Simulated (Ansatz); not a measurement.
The calculation used DFT PBE, scalar-relativistic, plane waves, PAW (Ansatz). Settings: cutoff 420 eV, Γ-centred meshes spaced at most about 0.3 Å⁻¹, and about 0.25 Å⁻¹ or finer for metals (2π included), Gaussian smearing. No spin polarisation in the final relaxations.

Temperature and zero-point effects are left out. All come from trial cells, and lower structures may exist.

Question: Order these relaxed structures of Ga2BAs3 by energy, lowest first, with the energy over the lowest of them.
1.

```
CELL_PARAMETERS angstrom
3.84810 0.00000 0.00000
-1.92405 3.33256 0.00000
0.00000 0.00000 9.52324
ATOMIC_POSITIONS crystal
Ga 0.00000 0.00000 0.98835
Ga 0.66667 0.33333 0.34436
B 0.33333 0.66667 0.66047
As 0.00000 0.00000 0.72808
As 0.33333 0.66667 0.44238
As 0.66667 0.33333 0.08637
```

2.

```
CELL_PARAMETERS angstrom
-1.90363 1.90363 8.33291
1.90363 -1.90363 8.33291
1.90363 1.90363 -8.33291
ATOMIC_POSITIONS crystal
Ga 0.84037 0.84037 0.00000
Ga 0.15963 0.15963 0.00000
B 0.50000 0.50000 0.00000
As 0.56793 0.06793 0.50000
As 0.25000 0.75000 0.50000
As 0.93207 0.43207 0.50000
```

Answer: 2 (0 meV/atom), 1 (22 meV/atom). Forms: 2 Ga and B ordered on zinc blende sites, I-4m2; 1 Ga and B ordered on zinc blende sites, P3m1. Counting As atoms around B and Ga (those within 1.25 times the shortest such distance or 1.15 times the sum of covalent radii; a plus sign parts nearer from farther groups): cell 2 has Ga 4, B 4; cell 1 has Ga 4, B 1+3.

Cells relaxed within their symmetry can be saddle points. Some types were kept out of the candidates beforehand, so the set may lack a known form.
